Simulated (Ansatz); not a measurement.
Values for one crystal, relaxed and computed with plane-wave PAW PBE (Ansatz code); other levels are named.

Volume per atom: 13.39 Å³
Band gap: 2.91 eV (direct)
Hole effective mass: 1.0, 2.1, 2.2 mₑ (principal values)
Formation energy from the elements (no fitted shifts): -1.39 eV/atom
Valence-band maximum: at Γ
Electron effective mass: 0.27, 0.29, 0.31 mₑ (principal values)
Conduction-band minimum: at Γ

**Question.** Which of these materials gives this?
A. LaN, Pnma (La on 4c, N on 4c)
B. LuAlN2, Pna2_1 (Lu on 4a, Al on 4a, N on 4a, N on 4a)
C. MgAl3N3O, Pm (Pearson symbol mP8)
D. AlN, zinc blende

**Answer.** B, LuAlN2, Pna2_1 (Lu on 4a, Al on 4a, N on 4a, N on 4a)

The start of the workflow was typed in or built on a structure type; neither database checked (COD, Materials Project) lists it. Whether it is the stable phase at ambient conditions was not checked. The cell was relaxed with PBE under the symmetry of its start; its stability against distortions is not shown here. The references are the lowest solids computed at this level, not always the standard phases (solids in place of the gases). Scalar-relativistic: spin–orbit coupling is off unless named, which matters more the heavier the elements.

Potentials: the earlier of the program's two PAW sets.
